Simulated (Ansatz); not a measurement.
In plane-wave PAW r²SCAN (Ansatz code), Mn3SiN in the trigonal phase (R-3m; Si on 3a, N on 3b, Mn on 9e) relaxes to a = 5.412 Å, c = 7.022 Å. Si has 12 nearest neighbours from 2.71 Å (cuboctahedral); N has 6 nearest neighbours from 1.95 Å (octahedral). Against the elements it lies at -0.35 eV/atom, with no fitted shifts.

Electronic character: metallic (no gap). The magnetic state found is antiferromagnetic.

The start of the workflow was typed in or built on a structure type; neither database checked (COD, Materials Project) lists it. Its standing as an ambient phase is unchecked. The cell was relaxed with r²SCAN under the symmetry of its start, as lowered by the spin order; its stability against distortions is not shown here. Magnetic state: antiferromagnetic, chosen from 4 collinear starts compared on coarse meshes (ties went to the first, and starts can fall back to one state), not a proven ground state. Other orbital occupations within this spin state were not tried. No Hubbard U is applied. The references are the lowest solids computed at this level, not always the standard phases (solids in place of the gases).

Potentials: the later of the program's two PAW sets.
